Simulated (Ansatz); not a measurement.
Ansatz (a first-principles code) input:

Ansatz 0.2 input:
```yaml
crystal:
  lattice:
    - [3.0561580665, 1.7644736824, 6.3088026074]
    - [-3.0561580665, 1.7644736824, 6.3088026074]
    - [0.0, -3.5289473647, 6.3088026074]
  atoms:
    - { symbol: Cd, position: [0.3255086641, 0.3255086641, 0.3255086641] }
    - { symbol: Cd, position: [0.6744913359, 0.6744913359, 0.6744913359] }
    - { symbol: P, position: [0.0588436204, 0.0588436204, 0.0588436204] }
    - { symbol: P, position: [0.9411563796, 0.9411563796, 0.9411563796] }
    - { symbol: S, position: [0.7614100738, 0.3984235518, 0.1056362283] }
    - { symbol: S, position: [0.1056362283, 0.7614100738, 0.3984235518] }
    - { symbol: S, position: [0.3984235518, 0.1056362283, 0.7614100738] }
    - { symbol: S, position: [0.2385899262, 0.6015764482, 0.8943637717] }
    - { symbol: S, position: [0.8943637717, 0.2385899262, 0.6015764482] }
    - { symbol: S, position: [0.6015764482, 0.8943637717, 0.2385899262] }
kpoints:
  mp_grid: { grid: [5, 5, 5] }
  band_path:
    path:
      - [[0.0, 0.0, 0.0], [0.5, 0.5, 0.5], [0.7811844237, 0.2188155763, 0.5]]  # Γ-T-H_2
      - [[0.5, -0.2188155763, 0.2188155763], [0.5, 0.0, 0.0], [0.0, 0.0, 0.0], [0.3594077882, -0.3594077882, 0.0]]  # H_0-L-Γ-S_0
      - [[0.6405922118, 0.0, 0.3594077882], [0.5, 0.0, 0.5], [0.0, 0.0, 0.0]]  # S_2-F-Γ
      - [VBM, CBM]
    npoints: 10
basis: { xc_grid: 2 }
hamiltonian:
  xc: lda
  pseudopotentials: { kind: paw }
magnetization: { noncollinear: true, spin_orbit: true }
scf:
  n_extra_bands: 20
  convergence: { dr2_threshold: 0.0000000001 }
  occupations: { method: gaussian, width: 0.01 }
checkpoint: { write: soc.run }
output: { eigenvalues: true }
```

Output (shortened):

```
Pseudopotential: Cd, paw_fr, valence charge 20
Pseudopotential: P, paw_fr, valence charge 5
Pseudopotential: S, paw_fr, valence charge 6
Functional definition: SPW92
non-collinear run that drives no moment, with spin-orbit …
Crystal: 10 atoms, lattice volume = 204.122 Å³
Basis set: ecut = 420 eV, 3987 PW (Γ), exchange–correlation on 100×100×100 points (8 copies of the dense FFT grid, shifted against one another)
Bands: 106, of which v1, the nominal top of the filled ones, is band 86 counted from 1 (85 counted from 0)
Symmetry: 6 space group operations + 6 with time reversal
k-points: 23 of 125
Projection manifold: j_resolved (fully-relativistic pseudo-atomic orbitals)
SCF iter   1: F=—  HF=-22916.479995 eV  |F-HF|=—  |Δ(HF+E_count)|=         —  Δρ=4.98e-2  dr2=7.29e0  dr2_m=0.00e0 (ungated)  ethr=3.10e-3  |M|=0.00e0 ∫|m|=0.00e0 μB  |m|>n=0.0e0 m-floor=0.0e0 τ_xc=0.0e0  β_m=0.30  ⟨swp⟩=8.2  Hψ=6365  notcnv=0  defer=104
preconditioner: auto → Resta (q_TF=auto, 2.362 Å⁻¹)
spin=Noncollinear: Resta preconditioning applied to the charge; magnetization (m_x, m_y, m_z) channels mix plain (no charge-response kernel on spin).
SCF iter   2: F=—  HF=-22915.067134 eV  |F-HF|=—  |Δ(HF+E_count)|=    1.41e0  Δρ=3.05e-2  dr2=2.76e0  dr2_m=0.00e0 (ungated)  ethr=3.10e-3  |M|=0.00e0 ∫|m|=0.00e0 μB  |m|>n=0.0e0 m-floor=0.0e0 τ_xc=0.0e0  β_m=0.52  ⟨swp⟩=2.9  Hψ=2137  notcnv=0  defer=310
SCF iter   3: F=—  HF=-22914.273317 eV  |F-HF|=—  |Δ(HF+E_count)|=   7.94e-1  Δρ=7.79e-3  dr2=1.09e-1  dr2_m=0.00e0 (ungated)  ethr=3.10e-3  |M|=0.00e0 ∫|m|=0.00e0 μB  |m|>n=0.0e0 m-floor=0.0e0 τ_xc=0.0e0  β_m=0.67  ⟨swp⟩=3.3  Hψ=2077  notcnv=0  defer=312
SCF iter   4: F=—  HF=-22914.246209 eV  |F-HF|=—  |Δ(HF+E_count)|=   2.71e-2  Δρ=1.29e-3  dr2=3.37e-3  dr2_m=0.00e0 (ungated)  ethr=1.27e-4  |M|=0.00e0 ∫|m|=0.00e0 μB  |m|>n=0.0e0 m-floor=0.0e0 τ_xc=0.0e0  β_m=0.83  ⟨swp⟩=4.1  Hψ=2722  notcnv=0  defer=324
SCF iter   5: F=—  HF=-22914.246321 eV  |F-HF|=—  |Δ(HF+E_count)|=   1.12e-4  Δρ=2.66e-4  dr2=2.15e-4  dr2_m=0.00e0 (ungated)  ethr=3.91e-6  |M|=0.00e0 ∫|m|=0.00e0 μB  |m|>n=0.0e0 m-floor=0.0e0 τ_xc=0.0e0  β_m=0.92  ⟨swp⟩=2.3  Hψ=1645  notcnv=0  defer=324
SCF iter   6: F=—  HF=-22914.246360 eV  |F-HF|=—  |Δ(HF+E_count)|=   3.88e-5  Δρ=1.21e-4  dr2=3.48e-5  dr2_m=0.00e0 (ungated)  ethr=2.50e-7  |M|=0.00e0 ∫|m|=0.00e0 μB  |m|>n=0.0e0 m-floor=0.0e0 τ_xc=0.0e0  β_m=0.88  ⟨swp⟩=2.1  Hψ=1836  notcnv=0  defer=324
SCF iter   7: F=—  HF=-22914.246357 eV  |F-HF|=—  |Δ(HF+E_count)|=   3.50e-6  Δρ=2.90e-5  dr2=2.73e-6  dr2_m=0.00e0 (ungated)  ethr=4.05e-8  |M|=0.00e0 ∫|m|=0.00e0 μB  |m|>n=0.0e0 m-floor=0.0e0 τ_xc=0.0e0  β_m=0.87  ⟨swp⟩=3.2  Hψ=2389  notcnv=0  defer=324
SCF iter   8: F=—  HF=-22914.246400 eV  |F-HF|=—  |Δ(HF+E_count)|=   4.39e-5  Δρ=8.38e-6  dr2=2.25e-7  dr2_m=0.00e0 (ungated)  ethr=3.18e-9  |M|=0.00e0 ∫|m|=0.00e0 μB  |m|>n=0.0e0 m-floor=0.0e0 τ_xc=0.0e0  β_m=0.93  ⟨swp⟩=2.5  Hψ=1765  notcnv=0  defer=324
SCF iter  11: F=-22914.246400 eV  HF=-22914.246400 eV  |F-HF|=4.00e-11  |Δ(HF+E_count)|=  6.55e-11  Δρ=1.83e-7  dr2=9.27e-11  dr2_m=0.00e0 (ungated)  ethr=1.00e-12  |M|=0.00e0 ∫|m|=0.00e0 μB  |m|>n=0.0e0 m-floor=0.0e0 τ_xc=0.0e0  ⟨swp⟩=14.3  Hψ=5824  notcnv=0
SCF 1 converged in 11 iterations: F = -22914.246400 eV  dr2 = 9.27e-11
NSCF: frozen V_eff on 40 k-points
NSCF: frozen V_eff on 40 k-points
NSCF: frozen V_eff on 40 k-points
NSCF: frozen V_eff on 40 k-points
NSCF: frozen V_eff on 17 k-points
NSCF: frozen V_eff on 17 k-points
NSCF: frozen V_eff on 9 k-points
NSCF: frozen V_eff on 17 k-points
NSCF: frozen V_eff on 9 k-points
NSCF: frozen V_eff on 14 k-points
NSCF: frozen V_eff on 8 k-points
NSCF: frozen V_eff on 6 k-points
NSCF: frozen V_eff on 7 k-points
NSCF: frozen V_eff on 7 k-points
NSCF: frozen V_eff on 7 k-points
NSCF: frozen V_eff on 6 k-points
NSCF: frozen V_eff on 14 k-points
NSCF: frozen V_eff on 6 k-points
NSCF: frozen V_eff on 84 k-points
SCF converged after 11 iterations
Magnetization: |M| = 0.0000 μB,  M = (+0.0000, +0.0000, +0.0000) μB
Absolute magnetization: 0.0000 μB (∫|m|)
  site 0: m = (+0.0000, +0.0000, +0.0000) μB, |m| = 0.0000 μB  (R = 1.09 Å)
  site 1: m = (+0.0000, +0.0000, +0.0000) μB, |m| = 0.0000 μB  (R = 1.09 Å)
  site 2: m = (+0.0000, +0.0000, +0.0000) μB, |m| = 0.0000 μB  (R = 0.84 Å)
  site 3: m = (+0.0000, +0.0000, +0.0000) μB, |m| = 0.0000 μB  (R = 0.84 Å)
  site 4: m = (+0.0000, +0.0000, +0.0000) μB, |m| = 0.0000 μB  (R = 0.84 Å)
  site 5: m = (+0.0000, +0.0000, +0.0000) μB, |m| = 0.0000 μB  (R = 0.84 Å)
  site 6: m = (+0.0000, +0.0000, +0.0000) μB, |m| = 0.0000 μB  (R = 0.84 Å)
  site 7: m = (+0.0000, +0.0000, +0.0000) μB, |m| = 0.0000 μB  (R = 0.84 Å)
  site 8: m = (+0.0000, +0.0000, +0.0000) μB, |m| = 0.0000 μB  (R = 0.84 Å)
  site 9: m = (+0.0000, +0.0000, +0.0000) μB, |m| = 0.0000 μB  (R = 0.84 Å)
Free energy (F): -22914.246400 eV
Harris-Foulkes:  -22914.246400 eV  (|F-HF|=4.00e-11)
Internal energy: -22914.246400 eV  (E = F + TS)
E sigma→0 (E₀):  -22914.246400 eV
Fermi energy:    7.701518 eV
--- Per-component energies (eV) ---
  E_band       = -1014.764144
  E_kinetic    = 1802.789165
  E_local      = -10081.562774  (includes V_loc(G=0)·N_el)
  E_nonlocal   = 326.606413
  E_hartree    = 4582.119947
  E_xc         = -1053.301240
  E_vxc        = -1094.038196  (∫ρ·V_xc dr)
  E_paw        = -12392.059299  (= ΣΔE_a)
  E_vpaw       = -1132.799371  (= ΣTr[D̂ρ^β])
  E_aug_tail   = 0.000037  (compensation charges beyond the density's cutoff)
  E_ewald      = -6101.536244
  E_core_change = 2.697593  (= ΣΔE_core)
  E_smearing   =  0.000000  (= −TS)
  E_closure    =  0.000000  (closes the sum)
  Σ components = -22914.246400   (vs F -22914.246400, Δ=0.00e0)
  [band-id]    e_kinetic+e_local+e_nonlocal+2·e_hartree+e_vxc+e_vpaw+e_augmentation_tail = -1014.764831   (vs E_band -1014.764144, Δ=-6.87e-4)
--- Band table (eV; the first three rows and the last of 23) ---
  k-point 0: bands = ["-94.5215", "-94.5215", "-94.5214", "-94.5214", "-59.7846", "-59.7846", "-59.7836", "-59.7836", "-53.8957", "-53.8957", "-53.8930", "-53.8930", "-53.8738", "-53.8738", "-53.8732", "-53.8732", "-8.9673", "-8.9673", "-7.6963", "-7.6963", …
  k-point 1: bands = ["-94.5215", "-94.5215", "-94.5214", "-94.5214", "-59.7845", "-59.7845", "-59.7837", "-59.7837", "-53.8955", "-53.8955", "-53.8932", "-53.8932", "-53.8738", "-53.8738", "-53.8732", "-53.8732", "-8.9068", "-8.9068", "-7.6820", "-7.6820", …
  k-point 2: bands = ["-94.5215", "-94.5215", "-94.5214", "-94.5214", "-59.7843", "-59.7843", "-59.7839", "-59.7839", "-53.8950", "-53.8950", "-53.8937", "-53.8937", "-53.8736", "-53.8736", "-53.8734", "-53.8734", "-8.7975", "-8.7975", "-7.6610", "-7.6610", …
  k-point 22: bands = ["-94.5215", "-94.5215", "-94.5214", "-94.5214", "-59.7845", "-59.7845", "-59.7837", "-59.7837", "-53.8955", "-53.8955", "-53.8932", "-53.8932", "-53.8738", "-53.8738", "-53.8733", "-53.8733", "-8.8122", "-8.8122", "-7.8487", "-7.8487", …
```

Cost: about 40 core-minutes (a rough figure) on shared cores.

Space group R-3. The workflow started from an entry of the Crystallography Open Database (COD); the relaxed space group is not among those it files for this formula. COD files the formula under space group No. 146. Whether it is the stable phase at ambient conditions was not checked. The cell was relaxed with LDA under the symmetry of its start; whether a distortion lowers the energy is not shown. A crystal of weakly bound layers computed without a dispersion correction: the cell and the soft elastic constants depend strongly on that.

Potentials: the later of the program's two PAW sets.

Ansatz is a plane-wave DFT program.
